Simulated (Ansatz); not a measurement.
InBi:
```yaml
crystal:
  lattice:
    - [13.03317, 0.00000, 0.00000]
    - [0.00000, 4.20341, 0.00000]
    - [0.00000, 0.00000, 4.63790]
  atoms:
    - { symbol: In, position: [0.16125, 0.25000, 0.10720] }
    - { symbol: In, position: [0.33875, 0.75000, 0.60720] }
    - { symbol: In, position: [0.83875, 0.75000, 0.89280] }
    - { symbol: In, position: [0.66125, 0.25000, 0.39280] }
    - { symbol: Bi, position: [0.90821, 0.25000, 0.38692] }
    - { symbol: Bi, position: [0.59179, 0.75000, 0.88692] }
    - { symbol: Bi, position: [0.09179, 0.75000, 0.61308] }
    - { symbol: Bi, position: [0.40821, 0.25000, 0.11308] }
```

Relaxed with PBE. Special points in fractions of this cell's reciprocal vectors: Γ (0.000, 0.000, 0.000); X (0.500, 0.000, 0.000); S (0.500, 0.500, 0.000); Y (0.000, 0.500, 0.000); Z (0.000, 0.000, 0.500); U (0.500, 0.000, 0.500); R (0.500, 0.500, 0.500); T (0.000, 0.500, 0.500).

**Question.** List the band energies nearest the Fermi level at these points for DFT-PBE in the program Ansatz with PAW potentials.

**Answer.** In eV from the Fermi level; about four levels below and three above (degenerate sets whole), none deeper than 8.9 eV; points with the same levels are listed once.

```json
[
 {"k": "Γ", "below": "-1.08 -1.04 -0.85 -0.73", "above": "0.00 0.73 0.78"},
 {"k": "X", "below": "-1.20 -1.20 -0.88 -0.88", "above": "0.61 0.61 1.43 1.43"},
 {"k": "S", "below": "-0.18 -0.18 -0.18 -0.18", "above": "1.23 1.23 1.23 1.23"},
 {"k": "Y", "below": "-0.23 -0.23 -0.14 -0.14", "above": "0.91 0.91 1.40 1.40"},
 {"k": "Z", "below": "-0.36 -0.36 -0.19 -0.19", "above": "0.84 0.84 1.51 1.51"},
 {"k": "U", "below": "-1.69 -1.69 -0.19 -0.19", "above": "1.49 1.49 1.54 1.54"},
 {"k": "R", "below": "-0.16 -0.16 -0.16 -0.16", "above": "2.39 2.39 2.39 2.39"},
 {"k": "T", "below": "-1.91 -1.91 -1.29 -1.29", "above": "0.52 0.52 2.51 2.51"}
]
```

Space group Pnma. The cell is a constructed one: a structure type filled with these elements; neither database checked (COD, Materials Project) lists it. COD files the formula under space group No. 129, so this cell is another polymorph or a model. Whether it is the stable phase at ambient conditions was not checked. Symmetry was held in the PBE relaxation; its stability against distortions is not shown here. Scalar-relativistic: spin–orbit coupling is off unless named, which matters more the heavier the elements.

Potentials: the later of the program's two PAW sets.
